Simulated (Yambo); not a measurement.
```
MgH2
1.0
    4.47907     0.00000     0.00000
    0.00000     5.39262     0.00000
    0.00000     0.00000     4.89550
H Mg
8 4
Cartesian
  3.25937   4.80520   2.05518
  1.21970   0.58742   2.84032
  3.45923   3.28373   4.50293
  1.01984   2.10889   0.39257
  1.01984   3.28373   2.84032
  3.45923   2.10889   2.05518
  1.21970   4.80520   0.39257
  3.25937   0.58742   4.50293
  2.23954   4.48413   3.67163
  2.23954   0.90849   1.22388
  0.00000   3.60480   1.22388
  0.00000   1.78782   3.67163
```

MgH2 (space group Pbcn, No. 60): mean Im ε in 1 eV windows above the direct gap of 5.53 eV, for different electron-hole kernels (Yambo, broadening 0.15 eV, PBEsol (pw.x of Quantum ESPRESSO, ONCV potentials, scalar-relativistic) bands; 4×4×4 mesh, 8 valence and 12 conduction bands, static screening with 67 bands and a 3 Ry block, scissor 2.00 eV, Tamm-Dancoff; field along x).

| window (eV) | independent quasiparticles | RPA (no attraction) | BSE |
|---|---|---|---|
| 5.5 to 6.5 | 0.6 | 0.5 | 13 |
| 6.5 to 7.5 | 5.7 | 4.0 | 11 |
| 7.5 to 8.5 | 11 | 9.7 | 3.2 |
| 8.5 to 9.5 | 5.1 | 5.0 | 2.2 |
| 9.5 to 10.5 | 3.8 | 4.2 | 1.3 |
| 10.5 to 11.5 | 3.0 | 3.6 | 0.7 |

This run doesn't resolve bound excitons or single peaks, so only averages are given, and they too depend on the mesh; weight that the attraction moves below the gap isn't listed. All transitions below 12.61 eV are in the band window. The scissor comes from a G0W0 run whose convergence isn't established.

Geometry of the Materials Project entry, not relaxed at this level.

The structure is a Materials Project entry; no match was found in the copy of COD used, and its stability was not checked.
